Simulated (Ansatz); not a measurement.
**Elastic constants of InAg₃ at 2 GPa (stress–strain coefficients): input and output**

Level of theory: Ansatz 0.2.0, DFT LDA, scalar-relativistic, plane waves, PAW.

Launched with:
```bash
ansatz run input.yaml --threads 1 --pin off --max-ram 3072MiB --backend cpu --events-out ev --progress --plain --runs-dir out
```

Input (bare energies are in eV):
```yaml
crystal:
  lattice:
    - [4.0652712315, 0.0, 0.0]
    - [0.0, 4.0652712315, 0.0]
    - [0.0, 0.0, 4.0652712315]
  atoms:
    - { symbol: In, position: [0.0, 0.0, 0.0] }
    - { symbol: Ag, position: [0.0, 0.5, 0.5] }
    - { symbol: Ag, position: [0.5, 0.0, 0.5] }
    - { symbol: Ag, position: [0.5, 0.5, 0.0] }
basis:
  ecutwfc: 420
kpoints:
  mp_grid: { grid: [10, 10, 10] }
hamiltonian:
  xc: lda
scf:
  occupations: { method: fermi_dirac, width: 0.15 }
output:
  forces: true
  stress: true
  eigenvalues: true
elastic:
  mode: relaxed_ion
  amplitude: 0.005
  stencil: two_point
```

From the output:
```
--- Elastic constants: 2 strain directions × 2 members + reference (group order 48) ---
  dense FFT box of the reference and of every strained cell: 30×30×30
  strains applied: 11, 23; error gains: componentwise 1.00 (the most a stress slope's error grows in a printed constant), spectral 1.73 (1 for all six strains in a standard setting)
  C = ∂σ_k/∂η_j (tension-positive GPa; Voigt order 11 22 33 23 13 12):
       151.218    121.983    121.983     -0.000     -0.000     -0.000
       121.983    151.218    121.983     -0.000     -0.000     -0.000
       121.983    121.983    151.218     -0.000     -0.000     -0.000
        -0.000     -0.000     -0.000     52.334      0.000      0.000
         0.000      0.000     -0.000      0.000     52.334      0.000
         0.000     -0.000     -0.000      0.000      0.000     52.334
  reference stress σ⁰ (GPa):     -2.002     -2.002     -2.002     -0.000      0.000      0.000
  C* (energy form; C + prestress term) asymmetry max|C*_kj − C*_jk| = 2.842e-14 GPa — a small one proves nothing (zero by symmetry where the batch's group is 432, −43m or m−3m); a large one is finite-difference/SCF noise where every solve ...
  moduli (Voigt/Reuss/Hill, GPa): K = 131.73/131.73/131.73   G = 37.25/25.75/31.50   E = 87.52   ν = 0.389
  mechanically stable: yes (min eigenvalue of sym C = 29.23 GPa)
  strain η (Voigt 11):  stress-route row diagonal C_11 = 151.22 GPa, energy-path curvature d²(F+E_count+ΔE)/dδ²/Ω₀ = 151.20 GPa
         δ    σ_11 (GPa) F (eV) n_scf n_hpsi n_pw
    -5.000e-3      -2.7696      -27831.9162348      10  105024   1341   relax 0 steps, max|allowed force component| 7.34e-29 eV/Å
     5.000e-3      -1.2574      -27831.9246470       8   87484   1357   relax 0 steps, max|allowed force component| 5.05e-29 eV/Å
  strain η (Voigt 23):  stress-route row diagonal C_44 = 52.33 GPa, energy-path curvature d²(F+E_count+ΔE)/dδ²/Ω₀ = 53.32 GPa
         δ    σ_23 (GPa) F (eV) n_scf n_hpsi n_pw
    -5.000e-3      -0.2617      -27831.9209534       9  144142   1349   relax 0 steps, max|allowed force component| 1.38e-29 eV/Å
     5.000e-3       0.2617      -27831.9209534       7  113990   1349   relax 0 steps, max|allowed force component| 7.45e-29 eV/Å
```

The run took 91 s on 1 thread of Arm Neoverse V2, on a shared host, peak memory 0.66 GiB.

In a metal, frequencies and elastic constants depend on the k mesh and the smearing, soft modes and shear constants most.